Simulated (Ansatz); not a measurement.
The start is a relaxed Sb cell, doubled along one cell vector, shaken by Gaussian noise of σ = 0.08 Å a coordinate. A full variable-cell relaxation at zero pressure is run with r2SCAN (plane waves to 500 eV, PAW, scalar-relativistic; Ansatz, a quantum-chemistry and plane-wave program). The first steps use a coarse 9×5×9 k-mesh.

Starting cell:
```yaml
crystal:
  lattice:
    - [2.17104, 1.25345, 3.87145]
    - [-4.34207, 2.50690, 7.74289]
    - [0.00000, -2.50690, 3.87145]
  atoms:
    - { symbol: Sb, position: [0.20885, 0.11064, 0.24323] }
    - { symbol: Sb, position: [0.26526, 0.62408, 0.20056] }
    - { symbol: Sb, position: [0.73860, 0.39585, 0.78263] }
    - { symbol: Sb, position: [0.75336, 0.88864, 0.79452] }
```

Q: Which atoms feel the largest initial force, and how large is it?

A: 0.98 eV/Å, on Sb2 (atoms numbered as listed).

Q: How much energy is released per atom?

A: 0.04 eV/atom.

Q: Does it find its way back to the structure it was made from?

A: It relaxes back to the parent, R-3m (No. 166).

Q: How do the shortest distances between atoms change?

A: The closest pairs of elements (up to four, under 3.6 Å), start → end: Sb–Sb 2.76 → 2.92 Å.

It ends as:

```cif
data_Sb6
_chemical_formula_sum 'Sb6'
_space_group_name_H-M_alt 'R-3m :H'
_space_group_IT_number 166
_space_group_name_Hall '-R 3 2"'
_cell_length_a 4.34124
_cell_length_b 4.34124
_cell_length_c 11.61412
_cell_angle_alpha 90.000
_cell_angle_beta 90.000
_cell_angle_gamma 120.000
loop_
_atom_site_label
_atom_site_type_symbol
_atom_site_symmetry_multiplicity
_atom_site_Wyckoff_symbol
_atom_site_fract_x
_atom_site_fract_y
_atom_site_fract_z
_atom_site_occupancy
Sb1 Sb 6 c 0.00000 0.00000 0.26857 1
```
(The calculation used a cell of 2 atoms; values per cell refer to that cell.)

Final values are on a 13×13×12 k-mesh of the relaxed cell. No spin polarisation in the result.
